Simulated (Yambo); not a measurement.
Yambo run on RbCl (rock salt, space group Fm-3m, No. 225). The wavefunctions are LDA (Quantum ESPRESSO, PseudoDojo norm-conserving, 56 Ry, scalar-relativistic) ones on a 4×4×4 mesh (8 occupied bands); a = 4.5098 Å, b = 4.5098 Å, c = 4.5098 Å, α = 60.00°, β = 60.00°, γ = 60.00°.

Yambo input:

```
rim_cut
gw0
dyson
el_el_corr
HF_and_locXC
mpa
em1d
RandQpts= 1000000
RandGvec= 1 Ry
EXXRLvcs= 56 Ry
VXCRLvcs= 224 Ry
Chimod= "HARTREE"
% BndsRnXm
 1 | 159 |
%
NGsBlkXm= 10 Ry
% LongDrXm
 1.0 | 1.0 | 1.0 |
%
EnSampXm= "2l"
EnGridXm= "lP"
% EnRngeXm
 0.0 | 40.0 | eV
%
% ImRngeXm
 2.72114 | 27.21138 | eV
%
% DmRngeXm
 0.02721 | 2.72114 | eV
%
ETStpsXm= 8
IntSolXm= "PT"
% GbndRnge
 1 | 159 |
%
GTermKind= "none"
DysSolver= "n"
ExtendOut
% QPkrange
 1 | 1 | 8 | 9 |
%
```

k points by index: 1 = Γ.

The o-*.qp file then holds:

```
#    K-point    Band    Eo [eV]    E [eV]    E-Eo [eV]    Vxc [eV]    Vnlxc [eV]    Sc|Eo [eV]    Sc|E [eV]    dSc/dw|Eo [eV]    Re(Z)    Im(Z)
#
    1    8    0.000000    -2.104992    -2.104992    -14.01515    -18.61750    1.948853    2.497356    -7.062912    0.793859    -0.007471
    1    9    4.847975    5.914436    1.066461    -7.648339    -3.396344    -3.016630    -3.185533    -4.310979    0.863230    -0.003080
```
(The two width columns are left out.) Convergence of these settings isn't established.

Geometry relaxed with LDA.
